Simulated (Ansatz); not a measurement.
Relaxed GaSb (zinc blende):

```
GaSb
1.0
    0.00000     6.21351     6.21351
    3.10675     0.00000     3.10675
    3.10675     3.10675     0.00000
Sb Ga
2 2
Direct
  0.37500   0.75000   0.75000
  0.87500   0.75000   0.75000
  0.00000   0.00000   0.00000
  0.50000   0.00000   0.00000
```

These are PBE (plane waves to 420 eV, PAW, scalar-relativistic; Ansatz, a quantum-chemistry and plane-wave program) values and carry that method's errors. k mesh 11×11×11 (Γ-centred), Fermi-Dirac smearing 0.05 eV. With partly filled bands, energies and forces of such displacements shift with the k mesh and the smearing. At this level the bands of GaSb touch or barely overlap; measurements give the solid a gap. GaSb was relaxed with its symmetry unable to fall. Spin-orbit coupling is left out, though Sb is heavy.

One atom of the cell was then moved (with its periodic images), all else fixed, and the forces (eV/Å) came out as:

```
atom      Fx      Fy      Fz
----  ------  ------  ------
Sb1   -1.177  -1.272  -1.272
Sb2   -0.020   0.061   0.061
Ga3   -0.078   0.198   0.198
Ga4    1.276   1.013   1.013
```

### Question
Which atom was moved, and by which vector (Å)?

### Answer
Sb1, by (0.12, 0.12, 0.12), 0.22 Å in all.

(A displaced cell: forces are minus the slopes of the energy, force constants its curvatures, and phonons follow from these.)
